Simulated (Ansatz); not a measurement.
Input:

Relaxed LaB$_{6}$ (CaB6 type, space group Pm-3m):

```
CELL_PARAMETERS angstrom
      4.15497     0.00000     0.00000
      0.00000     4.15497     0.00000
      0.00000     0.00000     4.15497
ATOMIC_POSITIONS crystal
  La 0.00000 0.00000 0.00000
  B  0.19979 0.50000 0.50000
  B  0.80021 0.50000 0.50000
  B  0.50000 0.50000 0.19979
  B  0.50000 0.50000 0.80021
  B  0.50000 0.19979 0.50000
  B  0.50000 0.80021 0.50000
```

The atoms are displaced by Q × the pattern below (from a DFPT mode at Γ, largest move 1; Q in Å), at fixed cell. It is one choice among 3 degenerate patterns.

| atom | x | y | z |
|---|---|---|---|
| La1 | 0.000 | 0.000 | -0.451 |
| B2 | 0.000 | 0.000 | 0.949 |
| B3 | 0.000 | 0.000 | 0.949 |
| B4 | 0.000 | 0.000 | 1.000 |
| B5 | 0.000 | 0.000 | 1.000 |
| B6 | 0.000 | 0.000 | 0.949 |
| B7 | 0.000 | 0.000 | 0.949 |

Calculation: PBE (plane waves to 420 eV, PAW, scalar-relativistic; Ansatz, an electronic-structure program). k mesh 11×11×11 (Γ-centred), Fermi-Dirac smearing 0.05 eV. E stands for the smeared free energy. With partly filled bands, energies and forces of such displacements shift with the k mesh and the smearing. LaB6 is run without spin polarisation. LaB6 was relaxed with its symmetry unable to fall. ΔE is measured from the undisplaced structure.

The scan covers Q from -0.100 to 0.100 Å in 13 points.

### Question
Is this a single well or a double well?

### Answer
A single well with its minimum at or next to zero displacement.

### Question
Which space group does the distorted structure have?

### Answer
P4mm (No. 99), lowered from Pm-3m.

### Question
Is the energy the same for equal positive and negative displacements?

### Answer
Even: the same for both signs.

### Question
What is the energy change at Q = 0.100 Å?

### Answer
54.2 meV/cell.

### Question
What harmonic wavenumber does the curvature at Q = 0 give?

### Answer
181 cm⁻¹.

(A displaced cell: forces are minus the slopes of the energy, force constants its curvatures, and phonons follow from these.)
